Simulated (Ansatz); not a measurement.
Data:

Ba:
Space group Fm-3m (No. 225); a = 6.4520 Å, b = 6.4520 Å, c = 6.4520 Å, α = 90.00°, β = 90.00°, γ = 90.00°

| atom | site | symmetry | x | y | z |
|---|---|---|---|---|---|
| Ba | 4a | m-3m | 0.0000 | 0.0000 | 0.0000 |
(The calculation used a cell of 1 atom; values per cell refer to that cell.)

This is the r²SCAN-relaxed structure.

Q: All from DFT-r²SCAN in the program Ansatz with PAW potentials, unless another level is named. Predict the vibrational entropy at 300 K.

A: 64.2 J/(K·mol of atoms).

Q: What about the zero-point energy?

A: 8.5 meV/atom.

Q: Give the bulk modulus (Birch–Murnaghan fit).

A: 7.5 GPa.

Q: What about the elastic constants (relaxed ions, GPa)?

A: C11 = 6.5, C12 = 8.2, C44 = 8.0.

A made-up cell: these elements were put on the sites of a structure type; the Crystallography Open Database copy checked does not list it. It is not the phase usual at ambient conditions (space group No. 229). The r²SCAN relaxation kept the symmetry of its start. At this level the phase is mechanically unstable. As this level gives no gap, shear constants depend on the k-mesh and smearing (Fermi–Dirac, 0.1 eV here). Scalar-relativistic: spin–orbit coupling is off unless named, which matters more the heavier the elements.

Potentials: the later of the program's two PAW sets.
